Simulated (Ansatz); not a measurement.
LaPb₃: settings compared (Ansatz)

input.yaml:

```yaml
crystal:
  lattice:
    - [5.01750549, 0.0, 0.0]
    - [0.0, 5.01750549, 0.0]
    - [0.0, 0.0, 5.01750549]
  atoms:
    - { symbol: La, position: [0.0, 0.0, 0.0] }
    - { symbol: Pb, position: [0.0, 0.5, 0.5] }
    - { symbol: Pb, position: [0.5, 0.0, 0.5] }
    - { symbol: Pb, position: [0.5, 0.5, 0.0] }
  symmetry: { tolerance: 0.0003 }
kpoints:
  mp_grid: { grid: [4, 4, 4], shift: [0, 0, 0] }
magnetization:
  spin_polarized: false
scf:
  occupations: { method: fermi_dirac }
hamiltonian:
  pseudopotentials: { kind: paw }
  xc: r2scan
basis:
  ecutwfc: 500
output:
  forces: true
  stress: true
  eigenvalues: true
```

Launch command:

```bash
ansatz run input.yaml --threads 1 --pin off --max-ram 2560MiB --backend cpu --events-out ev --progress --plain --runs-dir out
```

Origin of the cell: a database entry, scaled a little.

The smearing width isn't typed, so it takes its default of 0.1 eV.

Output of this run (shortened):

```
Pseudopotentials: kind: paw
Pseudopotential: La, paw, valence charge 11, recommended cutoff 500 eV (meta_gga), La.paw.azcp
Pseudopotential: Pb, paw, valence charge 14, recommended cutoff 500 eV (meta_gga), Pb.paw.azcp
Functional definition: r2SCAN
  exchange = r2scan_x(k0 = k0, k1 = k1, a1 = a1)
  correlation = r2scan_c
Crystal: 4 atoms, lattice volume = 126.318 Å³
Basis set: ecut = 500 eV, 3191 PW (Γ), exchange–correlation on 160×160×160 points (64 copies of the dense FFT grid, shifted against one another)
Bands: 32, of which v1, the nominal top of the filled ones, is band 27 counted from 1 (26 counted from 0)
Symmetry: 48 space group operations
Space group: Pm-3m (ITA 221), of the structure as read, at distance tolerance 1.5e-3 Å
[… 7 lines left out …]
Initial density: superposition of atomic densities (neutral atoms: chi_scale 0, normalization atom), corrected by the library's trained network
Functional: x = r2scan, c = r2scan; τ floored in thin density (d = 2e-4 eV/Å³)
SCF iter   1: F=—  HF=-42029.349195 eV  Δρ=9.43e-3  dr2=2.52e-1  dr2_τ=1.10e-2
SCF iter   2: F=—  HF=-42029.350579 eV  Δρ=2.76e-3  dr2=1.78e-2  dr2_τ=1.91e-3
SCF iter   3: F=—  HF=-42029.350825 eV  Δρ=9.43e-4  dr2=9.69e-4  dr2_τ=5.96e-5
SCF iter   4: F=—  HF=-42029.351596 eV  Δρ=3.94e-4  dr2=4.71e-4  dr2_τ=5.33e-6
SCF iter   5: F=—  HF=-42029.351568 eV  Δρ=1.25e-4  dr2=4.35e-5  dr2_τ=4.00e-7
SCF iter   6: F=—  HF=-42029.351577 eV  Δρ=5.60e-5  dr2=1.05e-5  dr2_τ=1.09e-7
SCF iter   7: F=—  HF=-42029.351575 eV  Δρ=2.20e-5  dr2=1.54e-6  dr2_τ=4.96e-9
SCF iter   8: F=—  HF=-42029.351575 eV  Δρ=7.15e-6  dr2=1.55e-7  dr2_τ=5.98e-10
SCF iter   9: F=-42029.351575 eV  HF=-42029.351575 eV  Δρ=7.48e-7  dr2=8.81e-10  dr2_τ=3.83e-11
SCF 1 converged in 9 iterations: F = -42029.351575 eV  dr2 = 8.81e-10
SCF converged after 9 iterations
Free energy (F): -42029.351575 eV
Harris-Foulkes:  -42029.351575 eV  (|F-HF|=3.35e-10)
Internal energy: -42029.254997 eV  (E = F + TS)
E sigma→0 (E₀):  -42029.303286 eV
Entropy (-TS):   -0.096578 eV (-24.145 meV/atom)
Fermi energy:    11.139215 eV
--- Per-component energies (eV) ---
  E_band       = -176.363153
  E_kinetic    = 1058.201324
  E_local      = -3466.100983  (includes V_loc(G=0)·N_el)
  E_nonlocal   = 1145.782755
  E_hartree    = 1371.036877
  E_xc         = -754.005856
  E_vxc        = -592.930742  (∫ρ·V_xc dr)
  E_paw        = -36745.188438  (= ΣΔE_a)
  E_vpaw       = -1103.821710  (= ΣTr[D̂ρ^β])
  E_aug_tail   = 0.000058  (compensation charges beyond the density's cutoff)
  E_vtau       = 40.433159  (kinetic-family band-sum trace: ∫τ·v_τ [+ j·A + Jᵃ·Aᵃ] dr)
  E_ewald      = -4641.945753
  E_core_change = 2.965020  (= ΣΔE_core)
  E_smearing   = -0.096578  (= −TS)
  Σ components = -42029.351575   (vs F -42029.351575, Δ=0.00e0)
--- Forces (eV/Å), atoms counted from 1 ---
  atom   1  La    -0.000000     0.000000    -0.000000
  atom   2  Pb     0.000000     0.000000    -0.000000
  atom   3  Pb     0.000000    -0.000000     0.000000
  atom   4  Pb     0.000000     0.000000     0.000000
  max |Σ_I F_I| component: 0.0 eV/Å
--- Stress (GPa, compression-positive) ---
       -1.563276      -0.000000      -0.000000
        0.000000      -1.563276       0.000000
       -0.000000       0.000000      -1.563276
  P = ⅓ Tr σ = -1.5633 GPa (-15.633 kbar)
```

The same input was run again with these changes:

1. `scf.occupations.method` fermi_dirac → gaussian; `scf.occupations.width` default → 0.005; `scf.lower_state_search` default → "off"
2. `basis.ecutwfc` 500 → "33.1 Ry"; `kpoints.mp_grid.grid` [4, 4, 4] → [3, 3, 3]
3. `basis.ecutwfc` 500 → "40.4 Ry"; `kpoints.mp_grid.shift` [0, 0, 0] → [0.5, 0.5, 0.5]
4. `scf.algorithm` default → direct_min

```csv
run,end,SCF iterations,P (GPa),max force component (eV/Å),moment (μB),ΔE(σ→0) (meV/atom)
base,converged,9,-1.56,0.000,–,0
1,converged,8,-1.55,0.000,–,2.67
2,converged,8,-2.14,0.000,–,-30.49
3,converged,8,-2.13,0.000,–,-44.39
4,converged,6,-1.56,0.000,–,0.00
```

Energies are compared only where functional, datasets, charge and starting cell are the same.

Not properties of the system: run 2 (too coarse or loose: `kpoints.mp_grid.grid` = [3, 3, 3]).

Caveats of the base run: no moments, though an odd count or open d shells may carry them; no spin-orbit coupling, though heavy elements are present; the k mesh is coarse if the cell is a metal.

Run 2: the cutoff lies below the datasets' advice.

The base run ran for 17 s on 1 thread of Arm Neoverse N1, with other jobs on the host, peak memory 0.69 GiB, from the program's own first density.
